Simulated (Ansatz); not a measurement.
**SrCl2 (Fm-3m), an elastic constant from a strain scan**

Computed with DFT r2SCAN, scalar-relativistic, plane waves, PAW in Ansatz. Cutoff 500 eV, Γ-centred 6×6×6 k-points, Gaussian smearing of 0.05 eV. No spin polarisation. Energies are free energies at this smearing, counted from the undisturbed cell; pressure is positive in compression.

Zero of the scan (as given, not relaxed at this level; it stands at 0.4 GPa, and it needn't be the usual structure):

```
Sr Cl
1.0
     0.00000    3.48550    3.48550
     3.48550    0.00000    3.48550
     3.48550    3.48550    0.00000
Sr Cl
1 2
Direct
  0.00000 0.00000 0.00000
  0.25000 0.25000 0.25000
  0.75000 0.75000 0.75000
```

The cell is strained by ε times the Voigt pattern (0, 1, 0, 0, 0, 0) (xx, yy, zz, yz, xz, xy; engineering shear) with fractional coordinates fixed. The cell holds 3 atoms in V0 = 84.69 Å³. The stress column is τ = (1/V0) dE/dε, got from the stress tensor σ (compression positive) at each point as −det(1 + εP) σ : P(1 + εP)⁻¹, with P the pattern as a tensor.

```
      ε  ΔE (meV/atom)  τ (GPa)
-0.0200              ?        ?
-0.0100          1.364   -1.171
 0.0000          0.000   -0.387
 0.0050         -0.176   -0.012
 0.0150          0.443    0.710
```

Question: Which combination of elastic constants does this scan measure, and how large is it?

Answer: For small ε, τ = τ0 + Kε with K = pᵀCp, which for this pattern is C11 in the cubic axes. The parabola through τ at ε = -0.0100, 0 and 0.0050 has slope K = 76 GPa at zero. The energies per cell, E = NΔE, of the same two points give K = 2[E(ε₊)/ε₊ − E(ε₋)/ε₋]/[(ε₊ − ε₋)V0] = 77 GPa, in agreement.

Question: Predict the withheld row at ε = -0.0200 from the harmonic law, and compare.

Answer: ΔE = V0(τ0 ε + Kε²/2)/N = 4.051 meV/atom and τ = -1.91 GPa. The calculation gives 4.151 meV/atom and -2.00 GPa, a miss of 2.5 % of the harmonic energy, so the harmonic law still holds here.